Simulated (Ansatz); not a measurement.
Ansatz (a first-principles code) input:

Ansatz 0.2 input:
```yaml
crystal:
  lattice:
    - [0.0, 2.939340955, 2.939340955]
    - [2.939340955, 0.0, 2.939340955]
    - [2.939340955, 2.939340955, 0.0]
  atoms:
    - { symbol: In, position: [0.0, 0.0, 0.0] }
    - { symbol: P, position: [0.75, 0.75, 0.75] }
kpoints:
  mp_grid: { grid: [8, 8, 8] }
hamiltonian:
  xc: pbesol
  pseudopotentials: { azcp: { folder: ./paw }, kind: paw }
scf:
  occupations: { method: fixed }
elastic: { mode: relaxed_ion, stencil: two_point, amplitude: 0.005, f_tol: 0.0005 }
output: { polarization: {} }
```

Output (shortened):

```
Pseudopotential: In, paw, valence charge 13
Pseudopotential: P, paw, valence charge 5
Functional definition: PBEsol
Crystal: 2 atoms, lattice volume = 50.790 Å³
Basis set: ecut = 420 eV, 965 PW (Γ), exchange–correlation on 60×60×60 points (8 copies of the dense FFT grid, shifted against one another)
Bands: 13, of which v1, the nominal top of the filled ones, is band 9 counted from 1 (8 counted from 0)
Symmetry: 24 space group operations
Space group: F-43m (ITA 216), of the structure as read, at distance tolerance 3.7e-5 Å
k-points: 29 of 512 (time reversal used)
SCF 1 converged in 10 iterations: F = -6265.925975 eV  dr2 = 1.49e-14
Crystal: 2 atoms, lattice volume = 50.536 Å³
Basis set: ecut = 420 eV, 957 PW (Γ), exchange–correlation on 60×60×60 points (8 copies of the dense FFT grid, shifted against one another)
Symmetry: 8 space group operations
k-points: 59 of 512 (time reversal used)
SCF 2 converged in 9 iterations: F = -6265.925602 eV  dr2 = 3.27e-16
Crystal: 2 atoms, lattice volume = 51.044 Å³
SCF 3 converged in 9 iterations: F = -6265.925604 eV  dr2 = 1.87e-15
Crystal: 2 atoms, lattice volume = 50.790 Å³
Symmetry: 4 space group operations
k-points: 95 of 512 (time reversal used)
SCF 4 converged in 10 iterations: F = -6265.925709 eV  dr2 = 1.12e-15
relax step   1: F+E_penalty+E_count = -6265.92570922 eV  Δ(F+E_penalty+E_count) = +0.000e0 eV  max|allowed force component| = 3.960e-2 eV/Å  Δτ_max = 0.0000 Å  (10 SCF iters, accepted)
Crystal: 2 atoms, lattice volume = 50.790 Å³
SCF 5 converged in 8 iterations: F = -6265.925809 eV  dr2 = 6.85e-15
relax step   2: F+E_penalty+E_count = -6265.92580857 eV  Δ(F+E_penalty+E_count) = -9.935e-5 eV  max|allowed force component| = 1.257e-3 eV/Å  Δτ_max = 0.0026 Å  (8 SCF iters, accepted)
Crystal: 2 atoms, lattice volume = 50.790 Å³
SCF 6 converged in 5 iterations: F = -6265.925809 eV  dr2 = 4.44e-14
relax step   3: F+E_penalty+E_count = -6265.92580867 eV  Δ(F+E_penalty+E_count) = -1.002e-7 eV  max|allowed force component| = 6.768e-9 eV/Å  Δτ_max = 0.0001 Å  (5 SCF iters, accepted)
Crystal: 2 atoms, lattice volume = 50.790 Å³
SCF 7 converged in 3 iterations: F = -6265.925809 eV  dr2 = 8.98e-14
Crystal: 2 atoms, lattice volume = 50.790 Å³
SCF 8 converged in 10 iterations: F = -6265.925709 eV  dr2 = 3.60e-16
relax step   1: F+E_penalty+E_count = -6265.92570922 eV  Δ(F+E_penalty+E_count) = +0.000e0 eV  max|allowed force component| = 3.960e-2 eV/Å  Δτ_max = 0.0000 Å  (10 SCF iters, accepted)
Crystal: 2 atoms, lattice volume = 50.790 Å³
SCF 9 converged in 8 iterations: F = -6265.925809 eV  dr2 = 7.28e-15
relax step   2: F+E_penalty+E_count = -6265.92580857 eV  Δ(F+E_penalty+E_count) = -9.935e-5 eV  max|allowed force component| = 1.257e-3 eV/Å  Δτ_max = 0.0026 Å  (8 SCF iters, accepted)
Crystal: 2 atoms, lattice volume = 50.790 Å³
SCF 10 converged in 5 iterations: F = -6265.925809 eV  dr2 = 4.66e-14
relax step   3: F+E_penalty+E_count = -6265.92580867 eV  Δ(F+E_penalty+E_count) = -1.002e-7 eV  max|allowed force component| = 3.551e-10 eV/Å  Δτ_max = 0.0001 Å  (5 SCF iters, accepted)
Crystal: 2 atoms, lattice volume = 50.790 Å³
SCF 11 converged in 3 iterations: F = -6265.925809 eV  dr2 = 8.97e-14
SCF converged after 10 iterations
Free energy (F): -6265.925975 eV
Harris-Foulkes:  -6265.925975 eV  (|F-HF|=9.09e-13)
Internal energy: -6265.925975 eV  (E = F + TS)
E sigma→0 (E₀):  -6265.925975 eV
Fermi energy:    6.813017 eV
--- Per-component energies (eV) ---
  E_band       = -54.952292
  E_kinetic    = 287.416869
  E_local      = -1337.456482  (includes V_loc(G=0)·N_el)
  E_nonlocal   = 361.084292
  E_hartree    = 535.072362
  E_xc         = -213.359921
  E_vxc        = -150.124687  (∫ρ·V_xc dr)
  E_paw        = -4681.928592  (= ΣΔE_a)
  E_vpaw       = -286.017142  (= ΣTr[D̂ρ^β])
  E_aug_tail   = 0.000135  (compensation charges beyond the density's cutoff)
  E_ewald      = -1217.036638
  E_core_change = 0.282000  (= ΣΔE_core)
  E_smearing   =  0.000000  (= −TS)
  E_closure    = 0.000000  (closes the sum)
  Σ components = -6265.925975   (vs F -6265.925975, Δ=0.00e0)
--- Forces (eV/Å), atoms counted from 1 ---
  atom   1  In     0.00000000     0.00000000     0.00000000
  atom   2  P      0.00000000     0.00000000     0.00000000
  max |Σ_I F_I| component: 1.11e-16 eV/Å
--- Stress (GPa, compression-positive) ---
       -0.000544       0.000000       0.000000
        0.000000      -0.000544       0.000000
        0.000000       0.000000      -0.000544
  P = ⅓ Tr σ = -0.0005 GPa (-0.005 kbar)
--- Band table (eV; the first three rows and the last of 29) ---
  k-point 0: bands = ["-7.3269", "-7.3269", "-7.3269", "-7.1762", "-7.1762", "-4.6702", "6.8130", "6.8130", "6.8130", "7.3779", "10.8238", "10.8238", "10.8238"]
  k-point 1: bands = ["-7.3455", "-7.3195", "-7.3195", "-7.1762", "-7.1762", "-4.4928", "5.2373", "6.6262", "6.6262", "8.3564", "10.9595", "11.1011", "11.1011"]
  k-point 2: bands = ["-7.3881", "-7.3039", "-7.3039", "-7.1737", "-7.1737", "-3.9968", "3.3449", "6.2549", "6.2549", "8.4911", "11.5232", "11.5232", "12.0103"]
  k-point 28: bands = ["-7.4759", "-7.2680", "-7.2322", "-7.1969", "-7.1616", "-2.2197", "1.1904", "3.8504", "3.8893", "11.0053", "11.1143", "12.2600", "12.8859"]
--- Elastic constants: 2 strain directions × 2 members + reference (group order 24) ---
  dense FFT box of the reference and of every strained cell: 30×30×30
  strains applied: 11, 23; error gains: componentwise 1.00 (the most a stress slope's error grows in a printed constant), spectral 1.73 (1 for all six strains …
  C = ∂σ_k/∂η_j (tension-positive GPa; Voigt order 11 22 33 23 13 12):
        94.818     52.901     52.901      0.000      0.000      0.000
        52.901     94.818     52.901      0.000      0.000      0.000
        52.901     52.901     94.818      0.000      0.000      0.000
         0.000      0.000      0.000     43.167      0.000      0.000
         0.000      0.000      0.000      0.000     43.167      0.000
         0.000      0.000      0.000      0.000      0.000     43.167
  reference stress σ⁰ (GPa):      0.001      0.001      0.001      0.000      0.000      0.000
  moduli (Voigt/Reuss/Hill, GPa): K = 66.87/66.87/66.87   G = 34.28/30.32/32.30   E = 83.46   ν = 0.292
  mechanically stable: yes (min eigenvalue of sym C = 41.92 GPa)
  e, the proper piezoelectric tensor (elastic.mode: relaxed_ion; C/m²; rows x y z; Voigt order 11 22 33 23 13 12):
       0.00000    0.00000    0.00000    0.01404    0.00000    0.00000
       0.00000    0.00000    0.00000    0.00000    0.01404    0.00000
       0.00000    0.00000    0.00000    0.00000    0.00000    0.01404
  ±, each entry's uncertainty from the finite density of the strings (C/m²), an estimate: the size of the correction for it that the entry includes:
       0.00000    0.00000    0.00000    0.00867    0.00000    0.00000
       0.00000    0.00000    0.00000    0.00000    0.00867    0.00000
       0.00000    0.00000    0.00000    0.00000    0.00000    0.00867
  strain η (Voigt 11):  stress-route row diagonal C_11 = 94.82 GPa, energy-path curvature d²(F+E_count+ΔE)/dδ²/Ω₀ = 94.83 GPa
         δ    σ_11 (GPa)             F (eV)   n_scf  n_hpsi   n_pw
    -5.000e-3      -0.4760       -6265.9256023       9   18002    998   relax 0 steps, max|allowed force component| 8.33e-17 eV/Å
     5.000e-3       0.4722       -6265.9256045       9   17664   1010   relax 0 steps, max|allowed force component| 8.33e-17 eV/Å
  strain η (Voigt 23):  stress-route row diagonal C_44 = 43.17 GPa, energy-path curvature d²(F+E_count+ΔE)/dδ²/Ω₀ = 43.17 GPa
         δ    σ_23 (GPa)             F (eV)   n_scf  n_hpsi   n_pw
    -5.000e-3      -0.2158       -6265.9258087       3   14687   1002   relax 3 steps, max|allowed force component| 6.77e-9 eV/Å
     5.000e-3       0.2158       -6265.9258087       3   14666   1002   relax 3 steps, max|allowed force component| 3.55e-10 eV/Å
--- Formal polarisation (Berry phase): one branch of a lattice of values; only differences between neighbouring runs are physical ---
  axis  mesh            electronic          ionic      p = total  spread (rad)  least overlap  resolved gap  δp at fixed H ≤   (phases in cycles; p mod 1 …
  b1    8×8×8           0.00000000     3.75000000     3.75000000      0.330401         0.7707        0.5648           1.3e-5
  b2    8×8×8           0.00000000     3.75000000     3.75000000      0.330401         0.7707        0.5648           1.3e-5
  b3    8×8×8           0.00000000     3.75000000     3.75000000      0.330401         0.7707        0.5648           1.3e-5
  quantum along a1:   0.08184367 e/Å² =   131.128008 µC/cm²
  quantum along a2:   0.08184367 e/Å² =   131.128008 µC/cm²
  quantum along a3:   0.08184367 e/Å² =   131.128008 µC/cm²
  P = (  0.43404158,   0.43404158,   0.43404158) e/Å² = (  695.411278,   695.411278,   695.411278) µC/cm²  (mod the quanta)
```

Cost: around 30 core-seconds (rough) on shared cores.

The cell was relaxed with PBEsol under the symmetry of its start. Spin–orbit coupling is left out wherever it is not named.

Potentials: the earlier of the program's two PAW sets. The files were generated under PBE; for other functionals the program regenerates the frozen cores, and for LDA and PBEsol the local potential too.

Ansatz is a plane-wave DFT program.
